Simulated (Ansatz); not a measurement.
In DFT-PBE in the program Ansatz with PAW potentials, GaSb in the hexagonal phase (P6_422; Ga on 3c, Sb on 3d) relaxes to a = 4.420 Å, c = 9.594 Å. Against the elements it lies at -0.023 eV/atom, with no fitted shifts.

Electronic character: metallic (no gap).

The start of the workflow was typed in or built on a structure type; neither database checked (COD, Materials Project) lists it. It is not the phase usual at ambient conditions (space group No. 216). The cell was relaxed with PBE under the symmetry of its start; its stability against distortions is not shown here. A small band overlap can be real or an error of a semilocal functional. The references are the lowest solids computed at this level, not always the standard phases. Spin–orbit coupling is left out wherever it is not named.

Potentials: the earlier of the program's two PAW sets.
